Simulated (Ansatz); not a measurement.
## Calculated with Ansatz: Cs3GeO, settings compared

Input:

```yaml
crystal:
  lattice:
    - [5.337671, 0.0, 0.0]
    - [0.0, 5.337671, 0.0]
    - [0.0, 0.0, 5.337671]
  atoms:
    - { symbol: Cs, position: [0.5, 0.0, 0.5] }
    - { symbol: Cs, position: [0.0, 0.5, 0.5] }
    - { symbol: Cs, position: [0.5, 0.5, 0.0] }
    - { symbol: O, position: [0.5, 0.5, 0.5] }
    - { symbol: Ge, position: [0.0, 0.0, 0.0] }
  symmetry: { tolerance: 0.0003 }
kpoints:
  mp_grid: { grid: [4, 4, 4], shift: [0, 0, 0] }
magnetization:
  spin_polarized: false
scf:
  occupations: { method: fermi_dirac }
hamiltonian:
  pseudopotentials: { kind: paw }
  xc: pbe
basis:
  ecutwfc: 420
output:
  forces: true
  stress: true
  eigenvalues: true
```

Launch command:

```bash
ansatz run input.yaml --threads 1 --pin off --max-ram 2560MiB --backend cpu --events-out ev --progress --plain --runs-dir out
```

Origin of the cell: a known structure type with other elements, at an estimated volume, so it need not be a known compound.

The smearing width isn't typed, so it takes its default of 0.1 eV.

Output of this run (shortened):

```
SCF iter   1: F=—  HF=-21872.538702 eV  Δρ=8.17e-3  dr2=2.40e-1
SCF iter   2: F=—  HF=-21872.532497 eV  Δρ=3.71e-3  dr2=4.89e-2
SCF iter   3: F=—  HF=-21872.531686 eV  Δρ=4.96e-4  dr2=4.22e-4
SCF iter   4: F=—  HF=-21872.531976 eV  Δρ=1.80e-4  dr2=6.82e-5
SCF iter   5: F=—  HF=-21872.531868 eV  Δρ=8.45e-5  dr2=9.65e-6
SCF iter   6: F=—  HF=-21872.531869 eV  Δρ=4.59e-5  dr2=3.41e-6
SCF iter   7: F=—  HF=-21872.531870 eV  Δρ=1.40e-5  dr2=3.70e-7
SCF iter   8: F=-21872.531871 eV  HF=-21872.531871 eV  Δρ=3.13e-6  dr2=3.32e-8
SCF 1 converged in 8 iterations: F = -21872.531871 eV  dr2 = 3.32e-8
SCF converged after 8 iterations
Free energy (F): -21872.531871 eV
Harris-Foulkes:  -21872.531871 eV  (|F-HF|=3.73e-9)
Internal energy: -21872.279490 eV  (E = F + TS)
E sigma→0 (E₀):  -21872.405680 eV
Entropy (-TS):   -0.252380 eV (-50.476 meV/atom)
Fermi energy:    7.539311 eV
--- Per-component energies (eV) ---
  E_band       = -218.217718
  E_kinetic    = 723.135168
  E_local      = -3615.588715  (includes V_loc(G=0)·N_el)
  E_nonlocal   = 554.902089
  E_hartree    = 1533.751669
  E_xc         = -676.465063
  E_vxc        = -543.828091  (∫ρ·V_xc dr)
  E_paw        = -17374.575118  (= ΣΔE_a)
  E_vpaw       = -404.345574  (= ΣTr[D̂ρ^β])
  E_aug_tail   = 0.002734  (compensation charges beyond the density's cutoff)
  E_ewald      = -3017.442255
  E_smearing   = -0.252380  (= −TS)
  Σ components = -21872.531871   (vs F -21872.531871, Δ=0.00e0)
--- Forces (eV/Å), atoms counted from 1 ---
  atom   1  Cs     0.000000     0.000000     0.000000
  atom   2  Cs     0.000000    -0.000000     0.000000
  atom   3  Cs     0.000000     0.000000    -0.000000
  atom   4  O      0.000000     0.000000    -0.000000
  atom   5  Ge    -0.000000     0.000000    -0.000000
  max |Σ_I F_I| component: 0.0 eV/Å
--- Stress (GPa, compression-positive) ---
        7.387010      -0.000000       0.000000
       -0.000000       7.387010       0.000000
        0.000000       0.000000       7.387010
  P = ⅓ Tr σ = 7.3870 GPa (73.870 kbar)
```

The same input was run again with these changes:

1. `hamiltonian.xc` pbe → pbesol
2. `scf.mixing.algorithm` default → anderson; `scf.mixing.beta` default → 0.1
3. `scf.mixing.algorithm` default → broyden; `scf.mixing.beta` default → 0.9; `scf.mixing.ndim` default → 2
4. `basis.xc_grid` default → 2; `scf.mixing.preconditioner` default → resta

```tsv
run	end	SCF iterations	P (GPa)	max force component (eV/Å)	moment (μB)	ΔE(σ→0) (meV/atom)
base	converged	8	7.39	0.000	–	0
1	converged	8	4.98	0.000	–	–
2	converged	12	7.39	0.000	–	0.00
3	converged	11	7.39	0.000	–	0.00
4	converged	10	7.39	0.000	–	0.00
```

Energies are compared only where functional, datasets, charge and starting cell are the same.

Caveats of the base run: no moments, though an odd count or open d shells may carry them.

Time of the base run: 3.5 s on 1 thread of Arm Neoverse V1 (shared host), peak memory 0.38 GiB, from the program's own first density.
